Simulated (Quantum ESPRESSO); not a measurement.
Si6Ge2, finding a planted mistake in a log

Computed values, not a measurement. The program is pw.x of Quantum ESPRESSO 7.5 (plane-wave density functional theory). The cell is made up: 8 atoms on a zincblende/diamond lattice, with randomly drawn elements, strain and displacements, not relaxed. PseudoDojo standard norm-conserving files (v0.5 for PBE, v0.4.1 for LDA and PBEsol) set the functional; there is no spin polarisation, spin-orbit coupling or dispersion term, and the masses in the input are unused placeholders.

Intended input:

```
&control calculation='scf', pseudo_dir='./dojo.nc.sr.pbe.v0_5.standard.upf', outdir='./o', disk_io='low', tprnfor=.true., tstress=.true. /
&system ibrav=0, nat=8, ntyp=2, nbnd=32, ecutwfc=77.98206166, nosym=.true., tot_charge=0,
 occupations='smearing', smearing='fd', degauss=0.0018374661
/
&electrons conv_thr=7.350e-09, electron_maxstep=60, /
ATOMIC_SPECIES
Ge 1.0 Ge.upf
Si 1.0 Si.upf
CELL_PARAMETERS angstrom
5.5563 0.0 0.0
0.0 5.5563 0.0
0.0 0.0 5.5563
ATOMIC_POSITIONS angstrom
Si 0.0408 -0.0091 -0.0207
Si -0.0498 2.8168 2.7604
Ge 2.7321 -0.0045 2.802
Ge 2.7724 2.7195 0.0185
Si 1.343 1.3423 1.4182
Si 1.449 4.2138 4.1797
Si 4.1936 1.3348 4.1473
Si 4.1399 4.1375 1.3932
K_POINTS automatic
4 4 4 1 1 1
```

The log is shortened where brackets say so; the opening notice, blank lines, dates and the lines on written files are dropped, and the path of the files is cut. It prints rydbergs, bohrs and kilobars, and counts compression as positive stress.

Log of the intended run:

```
     Program PWSCF v.7.5
     Parallel version (MPI & OpenMP), running on       4 processor cores
     Number of MPI processes:                 4
     Threads/MPI process:                     1
     [start-up lines left out]
     bravais-lattice index     =            0
     lattice parameter (alat)  =      10.4999  a.u.
     unit-cell volume          =    1157.5871 (a.u.)^3
     number of atoms/cell      =            8
     number of atomic types    =            2
     number of electrons       =        52.00
     number of Kohn-Sham states=           32
     kinetic-energy cutoff     =      77.9821  Ry
     charge density cutoff     =     311.9282  Ry
     scf convergence threshold =      7.3E-09
     mixing beta               =       0.7000
     number of iterations used =            8  plain     mixing
     Exchange-correlation= PBE
                           (   1   4   3   4   0   0   0)
     [axes and pseudopotential details left out]
   Cartesian axes
     site n.     atom                  positions (alat units)
         1        Si     tau(   1) = (   0.0073430  -0.0016378  -0.0037255  )
         2        Si     tau(   2) = (  -0.0089628   0.5069561   0.4968054  )
         3        Ge     tau(   3) = (   0.4917121  -0.0008099   0.5042924  )
         4        Ge     tau(   4) = (   0.4989651   0.4894444   0.0033296  )
         5        Si     tau(   5) = (   0.2417076   0.2415816   0.2552418  )
         6        Si     tau(   6) = (   0.2607851   0.7583824   0.7522452  )
         7        Si     tau(   7) = (   0.7547469   0.2402318   0.7464140  )
         8        Si     tau(   8) = (   0.7450822   0.7446502   0.2507424  )
     number of k points=    32  Fermi-Dirac smearing, width (Ry)=  0.0018
                       cart. coord. in units 2pi/alat
        k(    1) = (   0.1250000   0.1250000   0.1250000), wk =   0.0625000
        k(    2) = (   0.1250000   0.1250000   0.3750000), wk =   0.0625000
     [further k points left out]
     Dense  grid:   107783 G-vectors     FFT dimensions: (  60,  60,  60)
     Estimated max dynamical RAM per process >     181.06 MB
     Estimated total dynamical RAM >     645.31 MB
     Initial potential from superposition of free atoms
     starting charge      51.9947, renormalised to      52.0000
     Starting wfcs are   42 randomized atomic wfcs
     total cpu time spent up to now is        2.9 secs
     per-process dynamical memory:   129.7 Mb
     Self-consistent Calculation
     iteration #  1     ecut=    77.98 Ry     beta= 0.70
     Davidson diagonalization with overlap
     ethr =  1.00E-02,  avg # of iterations =  3.8
     Threshold (ethr) on eigenvalues was too large:
     Diagonalizing with lowered threshold
     Davidson diagonalization with overlap
     ethr =  3.18E-04,  avg # of iterations =  5.1
     total cpu time spent up to now is       12.0 secs
     total energy              =    -408.02848807 Ry
     estimated scf accuracy    <       0.18679169 Ry
     iteration #  2     ecut=    77.98 Ry     beta= 0.70
     Davidson diagonalization with overlap
     ethr =  3.59E-04,  avg # of iterations =  1.2
     total cpu time spent up to now is       15.2 secs
     total energy              =    -408.03493760 Ry
     estimated scf accuracy    <       0.01061932 Ry
     [iterations 3 to 7 left out]
     iteration #  8     ecut=    77.98 Ry     beta= 0.70
     Davidson diagonalization with overlap
     ethr =  1.98E-10,  avg # of iterations =  3.4
     total cpu time spent up to now is       43.2 secs
     total energy              =    -408.03652585 Ry
     estimated scf accuracy    <       0.00000003 Ry
     iteration #  9     ecut=    77.98 Ry     beta= 0.70
     Davidson diagonalization with overlap
     ethr =  5.01E-11,  avg # of iterations =  2.0
     total cpu time spent up to now is       46.7 secs
     End of self-consistent calculation
     [lines on levels left out]
!    total energy              =    -408.03652585 Ry
     estimated scf accuracy    <          1.2E-09 Ry
     smearing contrib. (-TS)   =      -0.00000000 Ry
     internal energy E=F+TS    =    -408.03652585 Ry
     The total energy is F=E-TS. E is the sum of the following terms:
     one-electron contribution =    -234.68258224 Ry
     hartree contribution      =     145.06444546 Ry
     xc contribution           =    -105.69764380 Ry
     ewald contribution        =    -212.72074528 Ry
     convergence has been achieved in   9 iterations
     Forces acting on atoms (cartesian axes, Ry/au):
     atom    1 type  2   force =    -0.02070574   -0.01232302    0.01247759
     atom    2 type  2   force =     0.02559202   -0.01193512    0.01996144
     atom    3 type  1   force =     0.03156223    0.00485853   -0.02208401
     atom    4 type  1   force =     0.00103483   -0.00284865   -0.00697430
     atom    5 type  2   force =    -0.01751222    0.02679242   -0.00384961
     atom    6 type  2   force =    -0.04549369   -0.04612234    0.00862577
     atom    7 type  2   force =     0.01147649    0.02164676    0.00583741
     atom    8 type  2   force =     0.01404608    0.01993142   -0.01399429
     Total force =     0.101158     Total SCF correction =     0.000079
     Computing stress (Cartesian axis) and pressure
          total   stress  (Ry/bohr**3)                   (kbar)     P=       -7.73
  -0.00005639   0.00000427   0.00001834           -8.30        0.63        2.70
   0.00000427  -0.00005491  -0.00004506            0.63       -8.08       -6.63
   0.00001834  -0.00004506  -0.00004627            2.70       -6.63       -6.81
     init_run     :      2.69s CPU      2.81s WALL (       1 calls)
     electrons    :     43.58s CPU     43.86s WALL (       1 calls)
     forces       :      0.87s CPU      0.89s WALL (       1 calls)
     stress       :      3.07s CPU      3.07s WALL (       1 calls)
     [timing details left out]
     PWSCF        :     50.33s CPU     50.78s WALL
     JOB DONE.
```

A second run was made from an input with one planted mistake. Its log:

```
     Program PWSCF v.7.5
     Parallel version (MPI & OpenMP), running on       4 processor cores
     Number of MPI processes:                 4
     Threads/MPI process:                     1
     [start-up lines left out]
     bravais-lattice index     =            0
     lattice parameter (alat)  =      10.4999  a.u.
     unit-cell volume          =    1157.5871 (a.u.)^3
     number of atoms/cell      =            8
     number of atomic types    =            2
     number of electrons       =        52.00
     number of Kohn-Sham states=           32
     kinetic-energy cutoff     =      77.9821  Ry
     charge density cutoff     =     311.9282  Ry
     scf convergence threshold =      7.3E-09
     mixing beta               =       0.7000
     number of iterations used =            8  plain     mixing
     Exchange-correlation= PBE
                           (   1   4   3   4   0   0   0)
     [axes and pseudopotential details left out]
   Cartesian axes
     site n.     atom                  positions (alat units)
         1        Si     tau(   1) = (   0.0073430  -0.0016378  -0.0037255  )
         2        Si     tau(   2) = (  -0.0089628   0.5069561   0.4968054  )
         3        Ge     tau(   3) = (   0.4917121  -0.0008099   0.5042924  )
         4        Ge     tau(   4) = (   0.4989651   0.4894444   0.0033296  )
         5        Si     tau(   5) = (   0.2417076   0.2415816   0.2552418  )
         6        Si     tau(   6) = (   0.2607851   0.7583824   0.7522452  )
         7        Si     tau(   7) = (   0.7547469   0.2402318   0.7464140  )
         8        Si     tau(   8) = (   0.7450822   0.7446502   0.2507424  )
     number of k points=     4  Fermi-Dirac smearing, width (Ry)=  0.0018
                       cart. coord. in units 2pi/alat
        k(    1) = (   0.2500000   0.2500000   0.2500000), wk =   0.5000000
        k(    2) = (   0.2500000   0.2500000  -0.2500000), wk =   0.5000000
     [further k points left out]
     Dense  grid:   107783 G-vectors     FFT dimensions: (  60,  60,  60)
     Estimated max dynamical RAM per process >     128.48 MB
     Estimated total dynamical RAM >     434.96 MB
     Initial potential from superposition of free atoms
     starting charge      51.9947, renormalised to      52.0000
     Starting wfcs are   42 randomized atomic wfcs
     total cpu time spent up to now is        1.4 secs
     per-process dynamical memory:    82.4 Mb
     Self-consistent Calculation
     iteration #  1     ecut=    77.98 Ry     beta= 0.70
     Davidson diagonalization with overlap
     ethr =  1.00E-02,  avg # of iterations =  3.0
     Threshold (ethr) on eigenvalues was too large:
     Diagonalizing with lowered threshold
     Davidson diagonalization with overlap
     ethr =  3.48E-04,  avg # of iterations =  4.0
     total cpu time spent up to now is        2.6 secs
     total energy              =    -407.97788685 Ry
     estimated scf accuracy    <       0.20407678 Ry
     iteration #  2     ecut=    77.98 Ry     beta= 0.70
     Davidson diagonalization with overlap
     ethr =  3.92E-04,  avg # of iterations =  1.0
     total cpu time spent up to now is        3.1 secs
     total energy              =    -407.98501099 Ry
     estimated scf accuracy    <       0.01173109 Ry
     [iterations 3 to 7 left out]
     iteration #  8     ecut=    77.98 Ry     beta= 0.70
     Davidson diagonalization with overlap
     ethr =  1.42E-10,  avg # of iterations =  3.8
     total cpu time spent up to now is        7.1 secs
     total energy              =    -407.98670816 Ry
     estimated scf accuracy    <       0.00000001 Ry
     iteration #  9     ecut=    77.98 Ry     beta= 0.70
     Davidson diagonalization with overlap
     ethr =  2.74E-11,  avg # of iterations =  2.0
     total cpu time spent up to now is        7.7 secs
     End of self-consistent calculation
     [lines on levels left out]
!    total energy              =    -407.98670817 Ry
     estimated scf accuracy    <          6.3E-10 Ry
     smearing contrib. (-TS)   =       0.00000000 Ry
     internal energy E=F+TS    =    -407.98670817 Ry
     The total energy is F=E-TS. E is the sum of the following terms:
     one-electron contribution =    -234.74594157 Ry
     hartree contribution      =     145.21131500 Ry
     xc contribution           =    -105.73133632 Ry
     ewald contribution        =    -212.72074528 Ry
     convergence has been achieved in   9 iterations
     Forces acting on atoms (cartesian axes, Ry/au):
     atom    1 type  2   force =    -0.02058537   -0.01218579    0.01250006
     atom    2 type  2   force =     0.02568800   -0.01284132    0.01965480
     atom    3 type  1   force =     0.03166440    0.00439725   -0.02170841
     atom    4 type  1   force =     0.00146850   -0.00221345   -0.00687599
     atom    5 type  2   force =    -0.01718879    0.02709725   -0.00452434
     atom    6 type  2   force =    -0.04619203   -0.04583777    0.00852701
     atom    7 type  2   force =     0.01085790    0.02226681    0.00618805
     atom    8 type  2   force =     0.01428739    0.01931701   -0.01376118
     Total force =     0.101309     Total SCF correction =     0.000062
     Computing stress (Cartesian axis) and pressure
          total   stress  (Ry/bohr**3)                   (kbar)     P=       -5.29
  -0.00003987   0.00000532   0.00001680           -5.87        0.78        2.47
   0.00000532  -0.00003860  -0.00004280            0.78       -5.68       -6.30
   0.00001680  -0.00004280  -0.00002936            2.47       -6.30       -4.32
     init_run     :      1.30s CPU      1.34s WALL (       1 calls)
     electrons    :      6.20s CPU      6.25s WALL (       1 calls)
     forces       :      0.24s CPU      0.26s WALL (       1 calls)
     stress       :      0.51s CPU      0.51s WALL (       1 calls)
     [timing details left out]
     PWSCF        :      8.36s CPU      8.49s WALL
     JOB DONE.
```

Question: what was wrong in the second input?

Answer: the k-point mesh is too coarse. The input lines that differ, file-writing options aside:

```
- 4 4 4 1 1 1
+ 2 2 2 1 1 1
```

|  | intended run | run with the mistake |
| --- | --- | --- |
| free energy (eV) | -5551.620 | -5550.942 |
| smearing term -TS (eV) | 0.0000 | 0.0000 |
| pressure (GPa) | -0.77 | -0.53 |
| largest force component (eV/Å) | 1.186 | 1.188 |
| largest change of a force component (eV/Å) |  | 0.023 |
| iterations | 9 | 9 |

For scale, a rerun of the intended cell at 1347 eV and a 6 x 6 x 6 mesh moved values by no more than 0.015 eV in energy, 0.03 GPa in stress and 0.002 eV/Å in force.